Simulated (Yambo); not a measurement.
A G0W0@PBEsol run in Yambo for Y2CI2 (space group P-3m1, No. 164) (3×3×1 Γ-centred k mesh, bands 3 to 260 and a 8 Ry block in the screening, 260 bands in G with the Bruneval-Gonze terminator, plasmon pole fitted at 27.2 eV) gives these matrix elements, in eV, at the band edges (Γ → (0, 0.333, 0)):

| state | E0 | <Vxc> | <Σx> | <Σc(E0)> | Z |
|---|---|---|---|---|---|
| valence edge | 0.000 | -12.571 | -14.771 | 1.551 | 0.785 |
| conduction edge | 0.729 | -11.012 | -6.424 | -4.142 | 0.798 |

Question: Solve the linearised quasiparticle equation for both states, give the gap, and say how exchange and correlation each act on it.

Answer: E = E0 + Z(Σx + Σc − Vxc). Valence: 0.000 + 0.785 × (-14.771 + (1.551) − (-12.571)) = -0.51 eV. Conduction: 0.729 + 0.798 × (-6.424 + (-4.142) − (-11.012)) = 1.09 eV. The gap is 1.60 eV, against 0.73 eV in PBEsol. Replacing Vxc by bare exchange alone would open it by 6.79 eV; correlation takes back 5.69 eV of that, and Z scales what is left. Nearest settings tried, and what they do to the gap: 163 bands in W, 163 bands in G: -7 meV; 7 Ry block (263 vectors against 371): -45 meV. Not varied: mesh. So the settings aren't converged at that level. The k mesh is coarse. The mesh misses a band edge: along a dense path the PBEsol gap is 0.32 eV against 0.73 eV on the mesh. Spin-orbit coupling is left out, which matters for elements this heavy: edges can move by tenths of an eV.

Geometry relaxed with PBE+D3(BJ); primitive cell a = b = 3.8297 Å, c = 10.3698 Å, α = β = 90.00°, γ = 120.00°.

The structure is a Materials Project entry; no match was found in the copy of COD used, and its stability was not checked.
